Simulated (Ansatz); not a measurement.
A relaxed 1×1 slab of 3 planes, cut along (110) from a fcc crystal of one element, has a cell area of 8.75 Å² and a bulk spacing of 1.244 Å between its first planes. All-electron LAPW in Ansatz 0.2.0 (PBE, scalar-relativistic, ferromagnetic start) gives γ = 2.26 J/m², Φ = 4.42 eV and a change of the outer spacing of -7.4 %, with 0.84 μB on the outer atom. The fcc structure needn't be the element's own.

Q: Which element is it?

A: Ni. Other candidates weren't computed, and some may come near.
